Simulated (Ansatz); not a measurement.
PtOSe (Janus 2H monolayer), relaxed with r2SCAN in the PAW code Ansatz. The sheet's in-plane cell has a = 3.906 Å, b = 3.906 Å (γ = 120.0°), and its outermost atoms lie 1.81 Å apart along the normal. Around Pt lie 3 Se at 2.41 Å and 3 O at 2.45 Å; around O lie 1 Se at 1.81 Å and 3 Pt at 2.45 Å; around Se lie 1 O at 1.81 Å and 3 Pt at 2.41 Å.

The axes x, y and z are those of this cell:
```
CELL_PARAMETERS angstrom
3.90647 0.00000 0.00000
-1.95324 3.38310 0.00000
0.00000 0.00000 29.70598
ATOMIC_POSITIONS crystal
Pt 0.33333 0.66667 0.30178
O 0.66667 0.33333 0.33403
Se 0.66667 0.33333 0.27310
```
Periodic in the plane only; c spans the vacuum.

Unstrained: With PBE the valence top lies at Γ–K (0.27 of the way from Γ) and the conduction bottom at k = (-0.135, 0.266, 0), 1.293 eV higher; the smallest vertical gap, at Γ–K (0.30 of the way from Γ), is 1.350 eV. The r2SCAN gap is indirect, 1.348 eV (Γ–K (0.25 of the way from Γ) to Γ–K (0.50 of the way from Γ)), below the direct gap of 1.467 eV at Γ–K (0.30 of the way from Γ). Meshes: PBE 12×12×1, r2SCAN 12×12×1. Strains are changes of length per length. After each strain the atoms were relaxed again with r2SCAN within the symmetry that the strain leaves, so tilts or polar shifts that break it weren't tested; points keep the names that they have in the unstrained zone. (Calculated; spin-unpolarised; the phase may be known or hypothetical.)

Question: Apply uniaxial +5.0 % along x, other directions held. How far does the gap move, against the unstrained cell?

Answer: PBE: the gap goes from 1.293 to 0.821 eV (-0.472 eV); the edges go from Γ–K (0.27) → (-0.135, 0.266, 0) to Γ–K (0.28) → (0.411, -0.208, 0).

Question: Apply uniaxial -3.0 % along y, other directions held. How far does the gap move, against the unstrained cell?

Answer: PBE: the gap goes from 1.293 to 1.124 eV (-0.169 eV); the edges go from Γ–K (0.27) → (-0.135, 0.266, 0) to Γ–K (0.28) → Γ–K (0.53).

Question: Apply in-plane biaxial -1.5 %. How far does the gap move, against the unstrained cell?

Answer: PBE: the gap goes from 1.293 to 1.316 eV (+0.023 eV); the edges go from Γ–K (0.27) → (-0.135, 0.266, 0) to Γ–K (0.27) → Γ–K (0.36).

No spin-orbit coupling is included; it can move band edges with weight on the heavy atoms by tenths of an eV.

Coordinates of k points refer to the reciprocal vectors of the primitive cell of the runs.

For some runs the program warns that the potential is rough where the density is thin, which bears on empty states near the vacuum.
